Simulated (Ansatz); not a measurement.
BeSe:
```yaml
crystal:
  lattice:
    - [6.22906, 0.00000, 0.00000]
    - [0.00000, 6.22906, 0.00000]
    - [0.00000, 0.00000, 3.64518]
  atoms:
    - { symbol: Be, position: [0.33093, 0.66907, 0.00000] }
    - { symbol: Be, position: [0.66907, 0.33093, 0.00000] }
    - { symbol: Be, position: [0.83093, 0.83093, 0.50000] }
    - { symbol: Be, position: [0.16907, 0.16907, 0.50000] }
    - { symbol: Se, position: [0.30921, 0.30921, 0.00000] }
    - { symbol: Se, position: [0.69079, 0.69079, 0.00000] }
    - { symbol: Se, position: [0.19079, 0.80921, 0.50000] }
    - { symbol: Se, position: [0.80921, 0.19079, 0.50000] }
```

Relaxed with PBEsol. Special points in fractions of this cell's reciprocal vectors: Γ (0.000, 0.000, 0.000); X (0.000, 0.500, 0.000); M (0.500, 0.500, 0.000); Z (0.000, 0.000, 0.500); R (0.000, 0.500, 0.500); A (0.500, 0.500, 0.500).

**Question.** List the band energies nearest the valence-band maximum at these points for plane-wave PAW PBEsol (Ansatz code).

**Answer.** In eV from the valence-band maximum; about four levels below and three above (degenerate sets whole), none deeper than 8.9 eV; points with the same levels are listed once.

```csv
k,below,above
Γ,-0.20 -0.17 -0.03 -0.03,3.28 4.08 4.22
X,-0.80 -0.80 -0.78 -0.78,3.91 3.91 4.61 4.61
M,-1.55 -1.55 -1.39 -1.39,3.94 3.94 4.45 4.45
Z,-2.33 -2.33 -1.97 -1.97,3.56 3.56 6.42 6.42
R,-1.99 -1.99 -1.21 -1.21,3.63 3.63 4.80 4.80
A,-1.72 -1.72 -1.33 -1.33,3.19 3.19 3.58 3.58
```

Space group P4_2/mnm. The start of the workflow was typed in or built on a structure type; neither database checked (COD, Materials Project) lists it. COD files the formula under space group No. 216. Whether it is the stable phase at ambient conditions was not checked. The cell was relaxed with PBEsol under the symmetry of its start; whether a distortion lowers the energy is not shown. Spin–orbit coupling is left out wherever it is not named.

Potentials: the earlier of the program's two PAW sets. The files were generated under PBE; for other functionals the program regenerates the frozen cores, and for LDA and PBEsol the local potential too.
